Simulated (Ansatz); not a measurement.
Polymorphs of WO$_{3}$, each relaxed with the program Ansatz at the LDA level (PAW):

A: Cmcm
a = 5.404 Å, b = 5.416 Å, c = 7.425 Å, α = β = γ = 90.00°

```json
[
 {"atom": "W", "site": "4c", "symmetry": "m2m", "x": "0.0000", "y": "0.5566", "z": "0.2500"},
 {"atom": "O", "site": "4b", "symmetry": "2/m..", "x": "0.0000", "y": "0.5000", "z": "0.0000"},
 {"atom": "O", "site": "8g", "symmetry": "..m", "x": "0.2503", "y": "0.2703", "z": "0.2500"}
]
```

B: ReO3 type (Pm-3m)
a = b = c = 3.776 Å, α = β = γ = 90.00°

```tsv
atom	site	symmetry	x	y	z
W	1a	m-3m	0.0000	0.0000	0.0000
O	3d	4/mm.m	0.0000	0.0000	0.5000
```

Task: Put the candidates in order of energy per atom at 0 K, lowest first, for LDA.

Result: A (+0 meV/atom), B (+22 meV/atom)

Task: Give each one's gap.

Result: A 1.23 eV; B 0.55 eV.

Standing as an ambient phase not checked: A; B. Unstable at this level: B. All cells were relaxed under the symmetry of their starts (and spin orders); stability against distortions was not tested throughout. Rows with no word on spin ran without spin polarisation. Scalar-relativistic: spin–orbit coupling is off unless named, which matters more the heavier the elements.

Energies hold the estimated change up to a 700 eV cutoff; steps of a few meV lie near the error of the meshes.

Potentials: the later of the program's two PAW sets.
